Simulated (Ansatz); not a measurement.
CoP:
```xyz
8
Lattice="5.0267 0.0000 0.0000 0.0000 3.2506 0.0000 0.0000 0.0000 5.5037" Properties=species:S:1:pos:R:3 pbc="T T T"
Co     2.5060     0.8126     3.8379
Co     2.5207     2.4379     1.6658
Co     0.0073     2.4379     1.0860
Co     5.0194     0.8126     4.4177
P      3.4756     0.8126     0.4491
P      1.5512     2.4379     5.0546
P      4.0645     2.4379     3.2010
P      0.9622     0.8126     2.3028
```

Relaxed with r²SCAN.

**Question.** Give the Bader charges and basin volumes of the independent atoms, the program Ansatz at the r²SCAN level (PAW).

**Answer.** 

```tsv
atom	Bader charge (e)	Bader volume (Å³)
Co1	+0.24	9.4
P5	-0.24	13.1
```

Space group Pnma. The first step of the workflow began from a Materials Project structure, measured or hypothetical; the Crystallography Open Database files this formula in space group No. 62, but the cells were not matched. Its standing as an ambient phase is unchecked. Symmetry was held in the r²SCAN relaxation; its stability against distortions is not shown here. The run is not spin-polarised.

Potentials: the later of the program's two PAW sets.
